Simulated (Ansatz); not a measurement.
The end of the path is a generated cell of ZnSnN2: the first start was made by placing the elements on the sites of a structure type, and the end was not matched to a known phase here, so it may be hypothetical.

A geometry of ZnSnN₂ away from equilibrium: step 2 of the relaxation of a generated trial cell of ZnSnN2 in the alpha-NaFeO2 structure type. Computed with r2SCAN (plane waves to 500 eV, PAW, scalar-relativistic; Ansatz, a first-principles code). Γ-centred k-mesh 9×9×9 on the run's cell (coarser than for final values), Fermi–Dirac smearing 0.05 eV. The plane waves were selected for a different cell earlier on the path.

```
CELL_PARAMETERS angstrom
      1.58035     0.91242     5.31908
     -1.58035     0.91242     5.31908
      0.00000    -1.82483     5.31908
ATOMIC_POSITIONS crystal
  Sn 0.00000 0.00000 0.00000
  Zn 0.50000 0.50000 0.50000
  N  0.25911 0.25911 0.25911
  N  0.74089 0.74089 0.74089
```

Problem. Give the Cartesian forces on all atoms (eV/Å).

Solution. 
```json
[
 {"atom": "Sn1", "Fx": "0.00", "Fy": "0.00", "Fz": "0.00"},
 {"atom": "Zn2", "Fx": "0.00", "Fy": "0.00", "Fz": "0.00"},
 {"atom": "N3", "Fx": "0.00", "Fy": "0.00", "Fz": "-1.22"},
 {"atom": "N4", "Fx": "0.00", "Fy": "0.00", "Fz": "1.22"}
]
```

The path ends in R-3m (No. 166) (AFLOW prototype ABC2_hR4_166_a_b_c (F5_1, as in NaCrS2)). No spin polarisation in the result.

The run could not lose the symmetry of its start, so the end can be a saddle point.
